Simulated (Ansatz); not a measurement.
Ta, DFT, PBEsol, all-electron LAPW, scalar-relativistic (Ansatz 0.2.0), run on 1 thread of Arm Neoverse V1 on a shared host.

The geometry is COD entry 1541266, unchecked; take it as a test cell. The listed cell was then made from it by scaling, straining or moving an atom.

Command: `ansatz run input.yaml --threads 1 --pin off --max-ram 3072MiB --backend cpu --events-out ev --progress --plain --runs-dir out`

```yaml
crystal:
  lattice:
    - [-1.6347672, 1.65128, 1.65128]
    - [1.65128, -1.6347672, 1.65128]
    - [1.65128, 1.65128, -1.6347672]
  atoms:
    - { symbol: Ta, position: [0.0, 0.0, 0.0] }
kpoints:
  mp_grid: { grid: [17, 17, 17] }
  band_path:
    path:
      - [0.0, 0.0, 0.0]
      - [0.0, 0.0, 0.5]
      - [-0.5, 0.5, 0.5]
      - [-0.7474684983, 0.2525315017, 0.2525315017]
      - [0.2525315017, 0.2525315017, 0.2525315017]
      - [0.0, 0.0, 0.0]
      - [-0.5, 0.0, 0.5]
    npoints: 5
scf:
  occupations: { method: fermi_dirac, width: 0.08 }
hamiltonian:
  xc: pbesol
  pseudopotentials: { kind: all_electron, lapw: { basis_error: 0.0005 } }
output:
  forces: true
  stress: true
  eigenvalues: true
```

(1) How large is the problem that the program sets up?

(2) About how long does it take, and how much memory does it use?

Answers

(1) 489 irreducible k-points, 201 plane waves at Γ, 26 bands.

(2) 74 s of wall time for 8 SCF iterations, with a peak of 0.79 GiB. Times on shared machines scatter by tens of per cent.
